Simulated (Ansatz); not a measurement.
Level of theory: DFT PBE, scalar-relativistic, plane waves, PAW (Ansatz). All cells share a 420 eV cutoff and Γ-centred k meshes spaced at most about 0.3 Å⁻¹ (about 0.25 or finer for metals, 2π included). No spin polarisation in the final relaxations.

Temperature and zero-point effects are left out.

Compare these two cells of Hf₂SnS₂, each relaxed at this level.

A. Space group P-3m1 (No. 164), trigonal, a = 4.127 Å, c = 7.430 Å. Hf has 3 S at 2.56 Å, 1 S at 2.76 Å and 3 Sn at 3.03 Å; Sn is surrounded by 6 Hf at 3.03 Å; around S lie 3 Hf at 2.56 Å, 1 Hf at 2.76 Å and 3 S at 2.99 Å.

B. Space group I4/mmm (No. 139), tetragonal, a = 4.671 Å, c = 9.699 Å. Hf has 4 S at 2.53 Å, 4 Hf at 3.30 Å and 4 Sn at 3.37 Å; Sn has 8 Hf at 3.37 Å, 2 S at 3.39 Å and 8 S at 3.61 Å; around S lie 4 Hf at 2.53 Å, 1 S at 2.93 Å, 1 Sn at 3.39 Å and 4 Sn at 3.61 Å.

Problem. Which form is favoured at zero pressure, and by what margin per atom?

Solution. A is lower, by 9 meV/atom. A has space group P-3m1 (No. 164), 21.9 Å³/atom and no gap on its mesh; B has space group I4/mmm (No. 139), 21.2 Å³/atom and no gap. Counting S atoms around Hf and Sn (those within 1.25 times the shortest such distance or 1.15 times the sum of covalent radii; the shortest distance is added where it is long for a bond), A has Hf 4, Sn 6 from 3.7 Å and B has Hf 4, Sn 10 from 3.4 Å. The lower one is the more open, so pressure narrows the difference. Both come from invented guesses.

The k mesh leaves some 4 meV/atom of noise in the energy of each metallic cell. These runs have no spin–orbit coupling, which can matter for Hf. Cells relaxed within their symmetry can be saddle points.
